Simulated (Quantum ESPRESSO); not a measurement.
Solid-state NMR card for ZrO$_{2}$

```xyz
12
Lattice="5.2834 0.0000 0.0000 0.0000 5.0747 0.0000 0.0000 0.0000 5.1011" Properties=species:S:1:pos:R:3 pbc="T T T"
Zr     0.1599     3.7225     3.8210
Zr     5.1235     1.3522     1.2705
Zr     2.4818     3.7225     1.2705
Zr     2.8016     1.3522     3.8210
O      1.2145     2.3511     2.5548
O      4.0689     2.7236     0.0043
O      1.4272     2.3511     0.0043
O      3.8562     2.7236     2.5548
O      1.9286     4.7328     3.0918
O      3.3548     0.3418     0.5413
O      0.7131     4.7328     0.5413
O      4.5703     0.3418     3.0918
```
The cell comes from the Materials Project (a computed structure). It is ZrO2 in Pca2₁; whether this form has been observed was not checked. Stability against distortions was not tested. The run has no spin polarisation.

Shieldings are absolute and leave out the bulk-susceptibility term; a larger σ means a smaller chemical shift. By our sweeps, such settings leave a few ppm in absolute σ on light atoms and up to some 20 ppm from Zn on. No spin–orbit coupling; Zr is the heaviest element present.

Task: What do the calculations give at each independent site (shieldings by PBE GIPAW (a modified build of Quantum ESPRESSO, JTH PAW datasets), 22.5 Ha, k-mesh 4×4×4 shifted, f-sum rule met within 0.004 %)?

Result: 
| site | site symmetry | σ_iso (ppm) |
|---|---|---|
| Zr (atoms 1, 2, 3, 4) | 1 | 1652 |
| O1 (atoms 5, 6, 7, 8) | 1 | -135 |
| O2 (atoms 9, 10, 11, 12) | 1 | -200 |
